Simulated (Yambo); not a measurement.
Yambo run on NH4I (space group P4/nmm, No. 129). The wavefunctions come from this Quantum ESPRESSO step (PBEsol, PseudoDojo standard norm-conserving files, scalar-relativistic):

```
&CONTROL
  calculation = 'nscf'
  pseudo_dir = './pseudo'
  outdir = './out'
/
&SYSTEM
  ibrav = 0
  nat = 12
  ntyp = 3
  ecutwfc = 84.0
  ecutrho = 336.0
  occupations = 'fixed'
  force_symmorphic = .true.
  nbnd = 228
/
&ELECTRONS
  conv_thr = 1.2000000000000002e-08
  diago_full_acc = .true.
  diago_thr_init = 1e-08
/
ATOMIC_SPECIES
H 1.0080 H.upf
N 14.0070 N.upf
I 126.9045 I.upf
CELL_PARAMETERS angstrom
  6.149450000000   0.000000000000   0.000000000000
  0.000000000000   6.149450000000   0.000000000000
  0.000000000000   0.000000000000   4.413680000000
ATOMIC_POSITIONS crystal
H   0.362440000000   0.500000000000   0.134690000000
H   0.000000000000   0.862440000000   0.134690000000
H   0.637560000000   0.500000000000   0.134690000000
H   0.000000000000   0.137560000000   0.134690000000
H   0.862440000000   0.000000000000   0.865310000000
H   0.500000000000   0.637560000000   0.865310000000
H   0.137560000000   0.000000000000   0.865310000000
H   0.500000000000   0.362440000000   0.865310000000
N   0.500000000000   0.500000000000   0.000000000000
N   0.000000000000   0.000000000000   0.000000000000
I   0.000000000000   0.500000000000   0.451470000000
I   0.500000000000   0.000000000000   0.548530000000
K_POINTS automatic
2 2 2 0 0 0
```

Yambo input:

```
rim_cut
gw0
dyson
el_el_corr
HF_and_locXC
ppa
em1d
RandQpts= 1000000
RandGvec= 1 Ry
EXXRLvcs= 84 Ry
VXCRLvcs= 336 Ry
Chimod= "HARTREE"
% BndsRnXp
 1 | 227 |
%
NGsBlkXp= 7 Ry
% LongDrXp
 1.0 | 1.0 | 1.0 |
%
PPAPntXp= 27.2114 eV
% GbndRnge
 1 | 227 |
%
GTermKind= "BG"
DysSolver= "n"
ExtendOut
% QPkrange
 1 | 1 | 16 | 17 |
 2 | 2 | 16 | 17 |
 3 | 3 | 16 | 17 |
 4 | 4 | 16 | 17 |
 5 | 5 | 16 | 17 |
 6 | 6 | 16 | 17 |
%
```

k points by index: 1 = Γ, 2 = Z, 3 = X, 4 = R, 5 = M, 6 = A.

The o-*.qp file then holds:

```
#    K-point    Band    Eo [eV]    E [eV]    E-Eo [eV]    Vxc [eV]    Vnlxc [eV]    Sc|Eo [eV]    Sc|E [eV]    dSc/dw|Eo [eV]    Re(Z)    Im(Z)
#
    1    16    0.000000    -1.366507    -1.366507    -11.20816    -14.32470    1.432589    1.750032    -6.320698    0.811500    -0.001471
    1    17    3.550268    4.213880    0.663612    -8.313516    -4.243305    -3.283161    -3.406599    -5.060647    0.843186    -0.001206
    2    16    -0.166202    -1.447741    -1.281538    -11.20836    -14.11634    1.331490    1.626443    -6.262299    0.812916    -0.001420
    2    17    5.790846    6.615596    0.824750    -8.649187    -4.292581    -3.372876    -3.531855    -5.244372    0.838412    -0.001386
    3    16    -0.094897    -1.459248    -1.364352    -11.20243    -14.34405    1.459915    1.777266    -6.328827    0.811304    -0.001495
    3    17    5.130753    5.883936    0.753183    -8.753977    -4.457695    -3.397377    -3.543099    -5.263890    0.837909    -0.001174
    4    16    -0.655958    -1.983096    -1.327137    -11.03873    -14.12430    1.447883    1.758434    -6.366919    0.810383    -0.001432
    4    17    5.253001    5.970397    0.717396    -8.429237    -4.209670    -3.365087    -3.502170    -5.198777    0.839592    -0.001227
    5    16    -0.144101    -1.511873    -1.367773    -11.10016    -14.24380    1.457971    1.775871    -6.323925    0.811422    -0.001501
    5    17    5.827037    6.592490    0.765453    -8.168936    -3.881838    -3.377123    -3.521645    -5.136803    0.841201    -0.001215
    6    16    -0.075354    -1.358631    -1.283277    -11.20448    -14.07527    1.292386    1.587515    -6.257547    0.813032    -0.001421
    6    17    4.533900    5.168108    0.634209    -8.114989    -4.131232    -3.230447    -3.349548    -5.109159    0.841920    -0.001223
```
(The two width columns are left out.) Convergence of these settings isn't established.

Spin-orbit coupling is not included.

Geometry of the Materials Project entry, not relaxed at this level.

The structure is a Materials Project entry; no match was found in the copy of COD used, and its stability was not checked.

The distance between layers or molecules is the database entry's, not relaxed here. Functionals without dispersion can leave it too large, which widens gaps and weakens the response across layers: the numbers belong to this cell.
